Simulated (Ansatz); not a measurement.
The start is a relaxed Sb cell with every coordinate shifted by Gaussian noise of σ = 0.45 Å. A full variable-cell relaxation at zero pressure is run with PBE (plane waves to 420 eV, PAW, scalar-relativistic; Ansatz, a program for electronic structure). The first steps use a coarse 9×9×9 k-mesh.

Starting cell:
```yaml
crystal:
  lattice:
    - [2.18733, 1.26285, 3.84611]
    - [-2.18733, 1.26285, 3.84611]
    - [0.00000, -2.52571, 3.84611]
  atoms:
    - { symbol: Sb, position: [0.29733, 0.20952, 0.36712] }
    - { symbol: Sb, position: [0.83530, 0.67202, 0.88116] }
```

- Largest initial force = 0.31 eV/Å, on Sb1, Sb2 (atoms numbered as listed)
- Relative to the parent = It returns to the parent structure, R-3m (No. 166)
- Shortest distances (start → end) = The closest pairs of elements (up to four, under 3.6 Å), start → end: Sb–Sb 3.01 → 2.95 Å
- Band gap at the end = zero (metallic)
- Optimiser moves = 10

The end point of the relaxation:

Space group R-3m, hexagonal axes (No. 166); a = 4.3746 Å, b = 4.3746 Å, c = 11.5389 Å, α = 90.00°, β = 90.00°, γ = 120.00°

```
atom  site  symmetry       x       y       z
----  ----  --------  ------  ------  ------
Sb      6c        3m  0.0000  0.0000  0.2673
```
(The calculation used a cell of 2 atoms; values per cell refer to that cell.)

Final values are on a 13×13×13 k-mesh of the relaxed cell. No spin polarisation in the result.

The run could not lose the symmetry of its start.
